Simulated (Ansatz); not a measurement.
MgAu: zone-centre modes under pressure

MgAu, Pm-3m, a = 3.220 Å. The structure is a COD entry; whether it is the stable form wasn't checked. Ansatz: LDA, PAW, 420 eV, Γ-centred 14×14×14 mesh on 2 atoms, Fermi-Dirac smearing 0.15 eV; no spin polarisation. Cell and atoms are relaxed at each pressure with the symmetry kept; optical modes at Γ by linear response, in cm⁻¹, the highest.

| P (GPa) | V (Å³/atom) | ω1 |
| --- | --- | --- |
| 0 | 16.692 | 211.1 |
| 8 | 15.618 | ? |
| 25 | 14.165 | 296.9 |

Problem. Get the mode's Grüneisen parameter γ = −d ln ω/d ln V from the other rows and predict the missing frequency.

Solution. ln(V/V0) = 0.0000, -0.0665, -0.1642; a line through ln(ω/ω0) of the 2 known rows gives ω1: γ = 2.077, predicted 242.4, computed 245.0. The miss is 1.1 %: γ isn't constant over this range. In a metal these frequencies hang on the mesh and smearing.

Spin–orbit coupling is left out, which can shift energies with elements as heavy as these.

Cost: 3 runs of about 2.1 core-minutes in all, on Arm Neoverse V1 (shared hosts).